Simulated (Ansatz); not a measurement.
With PBEsol in the plane-wave PAW code Ansatz, InGa₃Sb₃As in the orthorhombic phase (Pmm2; Pearson symbol oP8) relaxes to a = 4.306 Å, b = 4.321 Å, c = 12.234 Å. In has 4 nearest neighbours from 2.65 Å (tetrahedral); As has 4 nearest neighbours from 2.53 Å (tetrahedral); Ga on 1d has 4 nearest neighbours from 2.53 Å (tetrahedral); Sb on 1c has 4 nearest neighbours from 2.64 Å (tetrahedral). Its formation energy from the elements is -0.13 eV/atom, with no fitted shifts.

Electronic character: no gap, with almost no states at the Fermi level (zero-gap or semimetallic).

An equation-of-state fit gives a bulk modulus of 52.1 GPa.

The start of the workflow was typed in or built on a structure type; neither database checked (COD, Materials Project) lists it. Its standing as an ambient phase is unchecked. The PBEsol relaxation kept the symmetry of its start; whether a distortion lowers the energy is not shown. The references are the lowest solids computed at this level, not always the standard phases. Scalar-relativistic: spin–orbit coupling is off unless named, which matters more the heavier the elements.

Potentials: the earlier of the program's two PAW sets. The files were generated under PBE; for other functionals the program regenerates the frozen cores, and for LDA and PBEsol the local potential too.
